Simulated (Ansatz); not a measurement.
MgS (rock salt, Fm-3m) at seven volumes, the program Ansatz at the r²SCAN level (PAW), scaled uniformly. One row is withheld.

```tsv
V (Å³/atom)	P (GPa)
16.023	9.10
16.551	5.59
17.079	2.58
17.608	0.00
18.136	?
18.664	-4.13
19.192	-5.78
```

### Question
Fit the shown pressures and predict the withheld one.

### Answer
P = (3/2)B₀(x^(7/2) − x^(5/2))[1 + (3/4)(B′ − 4)(x − 1)] with x = (V₀/V)^(2/3). Least squares on the six rows gives V₀ = 17.607 Å³/atom, B₀ = 79.8 GPa, B′ = 4.04. At V = 18.136, x = 0.9805 and P = -2.23 GPa. The run itself gave -2.22 GPa.

The cell was relaxed with r²SCAN under the symmetry of its start.

Potentials: the later of the program's two PAW sets.
